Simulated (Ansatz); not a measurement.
Here is the system:

SrHfN2:
```yaml
crystal:
  lattice:
    - [1.64555, 0.95006, 5.81560]
    - [-1.64555, 0.95006, 5.81560]
    - [0.00000, -1.90012, 5.81560]
  atoms:
    - { symbol: Sr, position: [0.00000, 0.00000, 0.00000] }
    - { symbol: Hf, position: [0.50000, 0.50000, 0.50000] }
    - { symbol: N, position: [0.23314, 0.23314, 0.23314] }
    - { symbol: N, position: [0.76686, 0.76686, 0.76686] }
```

This is the LDA-relaxed structure. Cartesian axes are those of the cell as given.

Question: All from DFT-LDA in the program Ansatz with PAW potentials, unless another level is named. Give the electron effective mass.

Answer: 0.13, 0.14, 1.2 mₑ (principal values).

Question: Next, the hole effective mass, band 1 of 2 at the edge?

Answer: 0.56 along x, 0.86 along z (mₑ).

Question: Next, the formation energy from the elements (no fitted shifts)?

Answer: -162 kJ/mol of atoms.

Question: What about the conduction-band minimum?

Answer: at F (3 equivalent valleys).

Question: What about the weight of the conduction-edge state by species (Voronoi cells)?

Answer: Sr 41 %, N 32 %, Hf 27 %.

Space group R-3m. The workflow started from a Materials Project entry (that database holds measured and hypothetical structures alike); the Crystallography Open Database copy checked does not list it. Whether it is the stable phase at ambient conditions was not checked. Symmetry was held in the LDA relaxation; of distortions, only those at the zone centre were tested. No spin polarisation was allowed. The references are the lowest solids computed at this level, not always the standard phases (solids in place of the gases). Scalar-relativistic: spin–orbit coupling is off unless named, which matters more the heavier the elements.

Potentials: the later of the program's two PAW sets.

Edges and masses are those of Kohn–Sham bands, whose gap is no quasiparticle gap.
